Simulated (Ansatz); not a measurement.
Space group I4/mmm (No. 139). a = 4.006 Å, b = 4.006 Å, c = 8.754 Å, α = 90.00°, β = 90.00°, γ = 90.00°
```json
{"atom": "Sc", "site": "2a", "symmetry": "4/mmm", "x": "0.0000", "y": "0.0000", "z": "0.0000"}
{"atom": "Al", "site": "4d", "symmetry": "-4m2", "x": "0.0000", "y": "0.5000", "z": "0.2500"}
{"atom": "Al", "site": "2b", "symmetry": "4/mmm", "x": "0.5000", "y": "0.5000", "z": "0.0000"}
```

Equation of state of this ScAl3 structure (not necessarily the ground state), with shape and atoms relaxed at each volume where symmetry leaves them free. It has no gap at any of these volumes. Level of theory: Ansatz, DFT r2SCAN, scalar-relativistic, plane waves, PAW.

Settings: cutoff 500 eV, Γ-centred mesh 14×14×14 on the computed 4-atom cell, Gaussian smearing of 0.10 eV; no spin polarisation.

```json
{"V (Å³/atom)": "15.457", "E − E(largest V) (meV/atom)": "45.36", "P (GPa)": "14.74"}
{"V (Å³/atom)": "15.984", "E − E(largest V) (meV/atom)": "4.60", "P (GPa)": "10.18"}
{"V (Å³/atom)": "16.511", "E − E(largest V) (meV/atom)": "-22.25", "P (GPa)": "6.26"}
{"V (Å³/atom)": "17.038", "E − E(largest V) (meV/atom)": "-37.12", "P (GPa)": "2.89"}
{"V (Å³/atom)": "17.565", "E − E(largest V) (meV/atom)": "-41.71", "P (GPa)": "0.00"}
{"V (Å³/atom)": "18.092", "E − E(largest V) (meV/atom)": "-37.47", "P (GPa)": "-2.48"}
{"V (Å³/atom)": "18.619", "E − E(largest V) (meV/atom)": "-25.67", "P (GPa)": "-4.62"}
{"V (Å³/atom)": "19.321", "E − E(largest V) (meV/atom)": "0.00", "P (GPa)": "-6.98"}
```

Fit a third-order Birch–Murnaghan equation to E(V).

V0 = 17.56 Å³/atom, B0 = 89 GPa, B0' = 4.1.